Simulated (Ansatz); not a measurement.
Cs₂As₃:
```cif
data_As24Cs16
_chemical_formula_sum 'Cs16 As24'
_space_group_name_H-M_alt 'Fmmm'
_space_group_IT_number 69
_space_group_name_Hall '-F 2 2'
_cell_length_a 9.74985
_cell_length_b 10.52585
_cell_length_c 15.79881
_cell_angle_alpha 90.000
_cell_angle_beta 90.000
_cell_angle_gamma 90.000
loop_
_atom_site_label
_atom_site_type_symbol
_atom_site_symmetry_multiplicity
_atom_site_Wyckoff_symbol
_atom_site_fract_x
_atom_site_fract_y
_atom_site_fract_z
_atom_site_occupancy
Cs1 Cs 8 f 0.25000 0.25000 0.25000 1
Cs2 Cs 8 h 0.00000 0.27287 0.00000 1
As1 As 16 n 0.21143 0.00000 0.07545 1
As2 As 8 i 0.00000 0.00000 0.15182 1
```
(The calculation used a cell of 10 atoms; values per cell refer to that cell.)

Relaxed at zero pressure with r²SCAN (plane waves, PAW; program Ansatz).

Task: The volume is lowered by 9 % and shape and atoms relax at that volume. What pressure results, and how do the axes share the change?

Result: 1.5 GPa; a -4.4 %, b -0.7 %, c -4.2 %; the energy rises by 16 meV/atom.

Task: Give the new structure.

Result: 
Space group Fmmm (No. 69); a = 9.3243 Å, b = 10.4563 Å, c = 15.1330 Å, α = 90.00°, β = 90.00°, γ = 90.00°

```tsv
atom	site	symmetry	x	y	z
Cs	8f	222	0.2500	0.2500	0.2500
Cs	8h	m2m	0.0000	0.2707	0.0000
As	16n	.m.	0.2196	0.0000	0.0783
As	8i	mm2	0.0000	0.0000	0.1579
```

The phase is kept; no other phase was compared at this pressure.

The workflow started from a Materials Project entry (that database holds measured and hypothetical structures alike); the Crystallography Open Database copy checked does not list it. Whether it is the stable phase at ambient conditions was not checked. The cell was relaxed with r²SCAN under the symmetry of its start; whether a distortion lowers the energy is not shown. Spin–orbit coupling is left out wherever it is not named.

Potentials: the later of the program's two PAW sets.
